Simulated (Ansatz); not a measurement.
Fixed-spin-moment curve of Mn3AgC

Method: DFT PBE, scalar-relativistic, plane waves, PAW (Ansatz 0.2.0).

```yaml
crystal:
  lattice:
    - [3.95510, 0.00000, 0.00000]
    - [0.00000, 3.95510, 0.00000]
    - [0.00000, 0.00000, 3.95510]
  atoms:
    - { symbol: Ag, position: [0.00000, 0.00000, 0.00000] }
    - { symbol: C, position: [0.50000, 0.50000, 0.50000] }
    - { symbol: Mn, position: [0.50000, 0.50000, 0.00000] }
    - { symbol: Mn, position: [0.50000, 0.00000, 0.50000] }
    - { symbol: Mn, position: [0.00000, 0.50000, 0.50000] }
```

```json
{"plane-wave cutoff": "420 eV", "Γ-centred k-mesh": "10×10×10", "occupation rule": "Gaussian smearing, 0.1 eV"}
```

The total moment of the cell is held at each value, at fixed atoms.

Site moments are spin moments in atom-centred spheres that scale with the neighbour distance.

```
held moment (μB/cell) E above lowest (meV/atom) P (GPa) site moments (μB)
                 0.00                          ?        ?                                 ?
                 1.88                      231.5    -15.8            C -0.05, Mn +0.60 (×3)
                 3.75                          ?        ?                                 ?
                 5.62                          ?        ?                                 ?
                 7.50                        0.0     -2.8  Ag +0.08, C -0.21, Mn +2.27 (×3)
                 9.38                       11.6      6.3  Ag +0.12, C -0.19, Mn +2.74 (×3)
                11.25                      189.7     18.1  Ag +0.19, C -0.08, Mn +3.10 (×3)
                13.12                      601.4     33.4  Ag +0.30, C +0.06, Mn +3.40 (×3)
                15.00                     1360.8     51.2  Ag +0.51, C +0.22, Mn +3.63 (×3)
```

Task: Fill in the withheld rows.

Result: The withheld rows:

```json
{"held moment (μB/cell)": "0.00", "E above lowest (meV/atom)": "259.2", "P (GPa)": "-17.9", "site moments (μB)": "none over 0.05"}
{"held moment (μB/cell)": "3.75", "E above lowest (meV/atom)": "153.0", "P (GPa)": "-13.5", "site moments (μB)": "Ag +0.05, C -0.11, Mn +1.16 (×3)"}
{"held moment (μB/cell)": "5.62", "E above lowest (meV/atom)": "72.7", "P (GPa)": "-9.4", "site moments (μB)": "Ag +0.07, C -0.15, Mn +1.71 (×3)"}
```

Cost: 9 runs of about 3.5 core-minutes in all, on Arm Neoverse V1 (shared hosts).